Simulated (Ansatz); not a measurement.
ZnCu:
```
ZnCu
1.0
    2.91942     0.00000     0.00000
    0.00000     2.91942     0.00000
    0.00000     0.00000     2.91942
Zn Cu
1 1
Direct
  0.50000   0.50000   0.50000
  0.00000   0.00000   0.00000
```

Relaxed with r²SCAN. Special points in fractions of this cell's reciprocal vectors: Γ (0.000, 0.000, 0.000); X (0.000, 0.500, 0.000); M (0.500, 0.500, 0.000); R (0.500, 0.500, 0.500).

Problem. List the band energies nearest the Fermi level at these points for DFT-r²SCAN in the program Ansatz with PAW potentials.

Solution. In eV from the Fermi level; about four levels below and three above (degenerate sets whole), none deeper than 8.9 eV; points with the same levels are listed once.

```json
[
 {"k": "Γ", "below": "-3.79 -3.79 -2.86 -2.86 -2.86", "above": "6.66 6.66 6.66"},
 {"k": "X", "below": "-3.45 -3.45 -2.94 -2.09", "above": "12.54 12.54 13.09 13.09"},
 {"k": "M", "below": "-3.02 -3.02 -2.62 -2.12 -2.12", "above": "2.06 2.36 15.06"},
 {"k": "R", "below": "-4.57 -4.57 -4.57 -2.60 -2.60", "above": "4.52 4.52 4.52"}
]
```

Space group Pm-3m (CsCl type). The cell was relaxed with r²SCAN under the symmetry of its start. No spin polarisation was allowed.

Potentials: the earlier of the program's two PAW sets. The files were generated under PBE; for other functionals the program regenerates the frozen cores, and for LDA and PBEsol the local potential too.
